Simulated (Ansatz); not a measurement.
Relaxed-ion elastic tensor of ZnCl₂ in space group P4_2/nmc (No. 137; Zn on 2a, Cl on 4d) in GPa (Voigt order), LDA in the plane-wave PAW code Ansatz; density 3.41 g/cm³, 22.10 Å³ per atom.

|  | 1 | 2 | 3 | 4 | 5 | 6 |
|---|---|---|---|---|---|---|
| 1 | 67.3 | 4.4 | 15.4 | 0.0 | 0.0 | 0.0 |
| 2 | 4.4 | 67.3 | 15.4 | 0.0 | 0.0 | 0.0 |
| 3 | 15.4 | 15.4 | 22.1 | 0.0 | 0.0 | 0.0 |
| 4 | 0.0 | 0.0 | 0.0 | 10.7 | 0.0 | 0.0 |
| 5 | 0.0 | 0.0 | 0.0 | 0.0 | 10.7 | 0.0 |
| 6 | 0.0 | 0.0 | 0.0 | 0.0 | 0.0 | 4.8 |

Q: Is the crystal mechanically stable?

A: Yes: the smallest eigenvalue of C is 4.8 GPa.

Q: Work out the Voigt, Reuss and Hill averages.

A: K_V = 25.2, K_R = 20.5, K_H = 22.9; G_V = 13.3, G_R = 8.8, G_H = 11.1 GPa.

Q: Give Young's modulus, Poisson's ratio, Pugh's ratio and the universal anisotropy index.

A: E = 9KG/(3K + G) = 28.6 GPa; ν = 0.29; K/G = 2.06 (ductile by the Pugh limit of 1.75); A_U = 5G_V/G_R + K_V/K_R − 6 = 2.77.

Q: Estimate the sound speeds and the Debye temperature.

A: v_l = √((K + 4G/3)/ρ) = 3320 m/s, v_t = √(G/ρ) = 1800 m/s, mean 2010 m/s; Θ = (h/k)(3n/4πV)^(1/3) v_m = 213 K.

Q: Solve the Christoffel equation for the three sound speeds along x, y, z.

A: Eigenvalues of C_ijkl n_j n_l equal ρv². In km/s, slowest first: x 1.18, 1.77, 4.44; y 1.18, 1.77, 4.44; z 1.77, 1.77, 2.54.

Q: How much does each axis shrink under pressure?

A: Linear compressibilities β_i = Σ_j S_ij (j = 1 to 3): x 6.0, y 6.0, z 37 per TPa.

The first step of the workflow began from a Materials Project structure, measured or hypothetical; the Crystallography Open Database files this formula in space group No. 137, but the cells were not matched. Whether it is the stable phase at ambient conditions was not checked. Symmetry was held in the LDA relaxation; whether a distortion lowers the energy is not shown. A crystal of weakly bound layers computed without a dispersion correction: the cell and the soft elastic constants depend strongly on that.

Potentials: the later of the program's two PAW sets.
